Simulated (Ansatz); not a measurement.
Cs$_{2}$LiAlF$_{6}$:
```yaml
crystal:
  lattice:
    - [6.19443, 0.00000, 0.00000]
    - [-3.09721, 5.36453, 0.00000]
    - [0.00000, 0.00000, 4.96772]
  atoms:
    - { symbol: Cs, position: [0.33333, 0.66667, 0.22800] }
    - { symbol: Cs, position: [0.66667, 0.33333, 0.77200] }
    - { symbol: Li, position: [0.00000, 0.00000, 0.00000] }
    - { symbol: Al, position: [0.00000, 0.00000, 0.50000] }
    - { symbol: F, position: [0.86540, 0.13460, 0.27895] }
    - { symbol: F, position: [0.13460, 0.86540, 0.72105] }
    - { symbol: F, position: [0.86540, 0.73081, 0.27895] }
    - { symbol: F, position: [0.13460, 0.26919, 0.72105] }
    - { symbol: F, position: [0.26919, 0.13460, 0.27895] }
    - { symbol: F, position: [0.73081, 0.86540, 0.72105] }
```

Relaxed with r²SCAN. Special points in fractions of this cell's reciprocal vectors: Γ (0.000, 0.000, 0.000); M (0.500, 0.000, 0.000); K (0.333, 0.333, 0.000); A (0.000, 0.000, 0.500); L (0.500, 0.000, 0.500); H (0.333, 0.333, 0.500).

Problem. List the band energies nearest the valence-band maximum at these points for r²SCAN in the plane-wave PAW code Ansatz.

Solution. In eV from the valence-band maximum; about four levels below and three above (degenerate sets whole), none deeper than 8.9 eV; points with the same levels are listed once.

```tsv
k	below	above
Γ	-0.29 -0.29 -0.16 -0.16 0.00	8.15 9.17 10.25 10.25
M	-0.27 -0.25 -0.20 -0.02	9.30 9.47 10.30
K	-0.48 -0.48 -0.24 -0.24 -0.04	9.52 9.52 10.16
A	-0.37 -0.37 -0.15 -0.15 -0.12	9.51 9.51 9.64 9.64
L	-0.38 -0.28 -0.20 -0.12	9.88 10.06 10.19
H	-0.51 -0.24 -0.24 -0.13	10.07 10.07 10.28
```

Space group P-3m1. The workflow started from a Materials Project entry (that database holds measured and hypothetical structures alike); the Crystallography Open Database copy checked does not list it. Whether it is the stable phase at ambient conditions was not checked. Symmetry was held in the r²SCAN relaxation; its stability against distortions is not shown here. Scalar-relativistic: spin–orbit coupling is off unless named, which matters more the heavier the elements.

Potentials: the later of the program's two PAW sets.
